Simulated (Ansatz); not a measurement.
Geometry optimisation in Ansatz: input, command and trajectory.

```yaml
crystal:
  lattice:
    - [4.898512812, 0.0, 0.0]
    - [-2.449256406, 4.2422365359, 0.0]
    - [0.0, 0.0, 3.9797127615]
  atoms:
    - { symbol: Fe, position: [0.5, 0.0, 0.0], spin: 1.51 }
    - { symbol: Fe, position: [0.5, 0.5, 0.0], spin: 1.51 }
    - { symbol: Fe, position: [0.0, 0.5, 0.0], spin: 1.51 }
    - { symbol: Ge, position: [0.0, 0.0, 0.0] }
    - { symbol: Ge, position: [0.3333333333, 0.6666666667, 0.5] }
    - { symbol: Ge, position: [0.6666666667, 0.3333333333, 0.5] }
basis:
  ecutwfc: 420
kpoints:
  mp_grid: { grid: [12, 12, 10] }
hamiltonian:
  xc: pbesol
scf:
  occupations: { method: gaussian, width: 0.1 }
output:
  forces: true
  stress: true
  eigenvalues: true
  populations: true
magnetization:
  spin_polarized: true
relax:
  adjacent_minimum: "off"
  f_tol: 0.005
  max_steps: 80
  cell: { stress_tol: 0.05 }
```

```bash
ansatz run input.yaml --threads 2 --pin off --max-ram 5120MiB --backend cpu --events-out ev --progress --plain --runs-dir out
```

Theory: Ansatz 0.2.0, DFT PBEsol, scalar-relativistic, plane waves, PAW.

Of 4 frames 3 are shown, positions in Å and forces in eV/Å; the SCF threshold varies from step to step. Steps run on the plane waves of an earlier cell, with a Pulay correction in the pressure. The basis is chosen afresh for the last frame, the zero of the energies, and at times for earlier ones too; energy and pressure step there, also at an unchanged geometry.

```xyz
6
Lattice="4.8985 0.0000 0.0000 -2.4493 4.2422 0.0000 0.0000 0.0000 3.9797" Properties=species:S:1:pos:R:3:forces:R:3 pbc="T T T" step=1 free_energy_over_end_meV_per_atom=0.01 pressure_GPa=-0.12
Fe    2.4493    0.0000    0.0000    0.0000    0.0000    0.0000
Fe    1.2246    2.1211    0.0000    0.0000    0.0000    0.0000
Fe   -1.2246    2.1211    0.0000    0.0000    0.0000    0.0000
Ge    0.0000    0.0000    0.0000    0.0000    0.0000    0.0000
Ge    0.0000    2.8282    1.9899    0.0000    0.0000    0.0000
Ge    2.4493    1.4141    1.9899    0.0000    0.0000    0.0000
6
Lattice="4.8986 0.0000 0.0000 -2.4493 4.2423 0.0000 0.0000 0.0000 3.9776" Properties=species:S:1:pos:R:3:forces:R:3 pbc="T T T" step=2 free_energy_over_end_meV_per_atom=0.00 pressure_GPa=-0.05
Fe    2.4493    0.0000    0.0000    0.0000    0.0000    0.0000
Fe    1.2247    2.1212    0.0000    0.0000    0.0000    0.0000
Fe   -1.2247    2.1212    0.0000    0.0000    0.0000    0.0000
Ge    0.0000    0.0000    0.0000    0.0000    0.0000    0.0000
Ge    0.0000    2.8282    1.9888    0.0000    0.0000    0.0000
Ge    2.4493    1.4141    1.9888    0.0000    0.0000    0.0000
6
Lattice="4.8990 0.0000 0.0000 -2.4495 4.2427 0.0000 0.0000 0.0000 3.9753" Properties=species:S:1:pos:R:3:forces:R:3 pbc="T T T" step=4 free_energy_over_end_meV_per_atom=0.00 pressure_GPa=0.00
Fe    2.4495    0.0000    0.0000    0.0000    0.0000    0.0000
Fe    1.2248    2.1213    0.0000    0.0000    0.0000    0.0000
Fe   -1.2248    2.1213    0.0000    0.0000    0.0000    0.0000
Ge    0.0000    0.0000    0.0000    0.0000    0.0000    0.0000
Ge    0.0000    2.8285    1.9877    0.0000    0.0000    0.0000
Ge    2.4495    1.4142    1.9877    0.0000    0.0000    0.0000
```

The run took 99 s on 2 threads of Intel(R) Xeon(R) 6975P-C (Granite Rapids) (shared host), peak memory 1 GiB.

Only parallel moments were tried here.